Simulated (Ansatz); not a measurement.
BaNi$_{2}$P$_{2}$:
```
CELL_PARAMETERS angstrom
     -1.95293     1.95293     6.01541
      1.95293    -1.95293     6.01541
      1.95293     1.95293    -6.01541
ATOMIC_POSITIONS crystal
  Ba 0.00000 0.00000 0.00000
  Ni 0.75000 0.25000 0.50000
  Ni 0.25000 0.75000 0.50000
  P  0.66029 0.66029 0.00000
  P  0.33971 0.33971 0.00000
```

Relaxed with r²SCAN. Special points in fractions of this cell's reciprocal vectors: Γ (0.000, 0.000, 0.000); X (0.000, 0.000, 0.500); P (0.250, 0.250, 0.250); N (0.000, 0.500, 0.000); M (0.500, 0.500, -0.500); S (0.276, 0.724, -0.276); S0 (-0.276, 0.276, 0.276); R (-0.053, 0.053, 0.500); G (0.500, 0.500, -0.053).

List the band energies nearest the Fermi level at these points for r²SCAN (plane waves, PAW; program Ansatz).

In eV from the Fermi level; about four levels below and three above (degenerate sets whole), none deeper than 8.9 eV; points with the same levels are listed once.

```tsv
k	below	above
Γ	-1.74 -1.38 -1.38 -1.20	0.57 1.87 1.87
X	-1.74 -1.11 -0.93 -0.86	3.48 4.02 5.70
P	-1.51 -1.51 -0.88 -0.88	4.21 4.38 4.71 4.71
N	-2.54 -2.45 -1.92 -1.84	0.36 0.38 0.53
M	-1.22 -1.22 -1.20 -0.64 -0.39	0.81 1.68 1.68
S	-2.44 -2.43 -2.05 -1.61	0.15 0.25 1.03
R	-1.68 -1.12 -0.86 -0.86	3.61 4.16 5.66
```

Space group I4/mmm. The first step of the workflow began from a Materials Project structure, measured or hypothetical; the Crystallography Open Database copy checked does not list it. Its standing as an ambient phase is unchecked. Symmetry was held in the r²SCAN relaxation; whether a distortion lowers the energy is not shown. The run is not spin-polarised. Spin–orbit coupling is left out wherever it is not named.

Potentials: the later of the program's two PAW sets.
